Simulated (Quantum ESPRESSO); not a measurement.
```xyz
3
Lattice="0.0000 2.7580 2.7580 2.7580 0.0000 2.7580 2.7580 2.7580 0.0000" Properties=species:S:1:pos:R:3 pbc="T T T"
Ca     0.0000     0.0000     0.0000
F      4.1370     4.1370     4.1370
F      1.3790     1.3790     1.3790
```
The geometry is a computed Materials Project entry, not a measured one. It is CaF2 in Fm-3m. Stability against distortions was not tested.

With PBE (σ by GIPAW in a modified build of Quantum ESPRESSO; JTH PAW datasets, 22.5 Ha):

```json
[
 {"quantity": "σ_iso Ca (ppm)", "PBE": "1140.8"},
 {"quantity": "σ_iso F (ppm)", "PBE": "216.3"}
]
```

Shieldings are absolute and leave out the bulk-susceptibility term; a larger σ means a smaller chemical shift. By our sweeps, such settings leave a few ppm in absolute σ. PBE places the empty d or f states of Ca too low, which is known to distort σ on and beside such ions.

### Question
What does the LDA, on its own JTH datasets and the same geometry, give?

### Answer
| quantity | LDA | LDA − PBE |
|---|---|---|
| σ_iso Ca (ppm) | 1114.1 | -26.7 |
| σ_iso F (ppm) | 193.8 | -22.5 |
